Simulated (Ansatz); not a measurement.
# PbAu2: pressure against volume

PbAu2, Fd-3m, a = 8.045 Å. The structure is a COD entry; whether it is the stable form wasn't checked. Ansatz: r2SCAN, PAW, 500 eV, Γ-centred 8×8×8 mesh on 6 atoms, Gaussian smearing 0.02 eV; no spin polarisation. Symmetry fixes shape and atoms, so the cell is only scaled; pressure is positive in compression.

```tsv
V (Å³/atom)	P (GPa)
20.393	7.09
21.043	?
21.694	0.00
22.345	-2.63
22.996	-4.79
```

**Question.** Take V0 = 21.694 Å³/atom, fit the third-order Birch–Murnaghan form to the other rows, and predict the missing pressure.

**Answer.** With the Eulerian strain f = ½[(V0/V)^(2/3) − 1] and y = P/[3f(1 + 2f)^(5/2)], the form is the line y = B0 + 1.5 B0 (B0′ − 4) f. Rows (f, y): 0.02105, 101.3; -0.00976, 94.4; -0.01906, 92.3. Means f = -0.002590, y = 96.000; Σ(Δf)² = 0.0008815, ΣΔfΔy = 0.1977; the slope is their ratio. y = 96.58 + 224.3 f GPa, so B0 = 96.6 GPa and B0′ = 4 + 2 × (224.3)/(3 × 96.58) = 5.55. At V = 21.043, f = 0.01026, y = 98.88 and P = 3.20 GPa. The run gave 3.20 GPa, the same to the digits shown.

Spin–orbit coupling is left out, which can shift energies with elements as heavy as these.

Cost: 5 runs of about 5.4 core-minutes in all, on Arm Neoverse V1 (shared hosts).